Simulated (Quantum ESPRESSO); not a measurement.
## In2AlGaP4 (a curve over one atom's position)

Simulated, not a measurement. The program is pw.x of Quantum ESPRESSO 7.5 (plane-wave density functional theory). The cell is made up: 8 atoms on a zincblende/diamond lattice, with randomly drawn elements, strain and displacements, not relaxed. PseudoDojo standard norm-conserving files (v0.5 for PBE, v0.4.1 for LDA and PBEsol) set the functional; there is no spin polarisation, spin-orbit coupling or dispersion term, and the masses in the input are unused placeholders.

Seven runs move atom 7 (P, counted in the order of the input) along y and keep all else fixed.

Input of the run at -0.0070:

```
&control calculation='scf', pseudo_dir='./dojo.nc.sr.pbe.v0_5.standard.upf', outdir='./o', disk_io='medium', tprnfor=.true., tstress=.true. /
&system ibrav=0, nat=8, ntyp=4, nbnd=37, ecutwfc=79.96652505, nosym=.true., tot_charge=0,
 occupations='smearing', smearing='fd', degauss=0.0018374661
/
&electrons conv_thr=7.350e-09, electron_maxstep=60, /
ATOMIC_SPECIES
Al 1.0 Al.upf
Ga 1.0 Ga.upf
In 1.0 In.upf
P 1.0 P.upf
CELL_PARAMETERS angstrom
5.7592 -0.065 0.0118
-0.065 5.7038 -0.0833
0.0118 -0.0833 5.7457
ATOMIC_POSITIONS angstrom
In 0.074 0.0542 0.0168
In 0.0222 2.9219 2.7784
Al 2.7837 -0.1585 2.965
Ga 2.8656 2.8961 -0.0797
P 1.4205 1.3262 1.4244
P 1.3971 4.1964 4.2526
P 4.2134 1.3099 4.2799
P 4.2855 4.1955 1.3251
K_POINTS automatic
4 4 4 1 1 1
```

| shift of atom 7 along y (Å) | free energy less that of the input shown (eV) | Fx on atom 7 (eV/Å) | Fy on atom 7 (eV/Å) | Fz on atom 7 (eV/Å) | pressure (GPa) | iterations |
| --- | --- | --- | --- | --- | --- | --- |
| -0.1605 | 0.1178 | -0.131 | 1.411 | -0.073 | 1.66 | 10 |
| -0.1108 | 0.0578 | -0.157 | 0.999 | -0.100 | 1.56 | 10 |
| -0.0438 | 0.0099 | -0.182 | 0.429 | -0.133 | 1.48 | 10 |
| -0.0070 | 0.0000 | -0.191 | 0.109 | -0.151 | 1.47 | 10 |
| +0.0112 | -0.0005 | -0.194 | -0.050 | -0.159 | 1.47 | 10 |
| +0.1595 | 0.1036 | -0.188 | -1.355 | -0.235 | 1.63 | 11 |
| +0.1791 | 0.1318 | -0.183 | -1.527 | -0.247 | 1.68 | 11 |

A cubic fit gives dFy/dy = -8.73 eV/Å² at zero shift. Across the table the free energy follows the integral of the force to within 0.1 meV. A rerun of one of the cells at 1377 eV and a 6 x 6 x 6 mesh moved values by no more than 0.008 eV in energy, 0.02 GPa in stress and 0.002 eV/Å in force.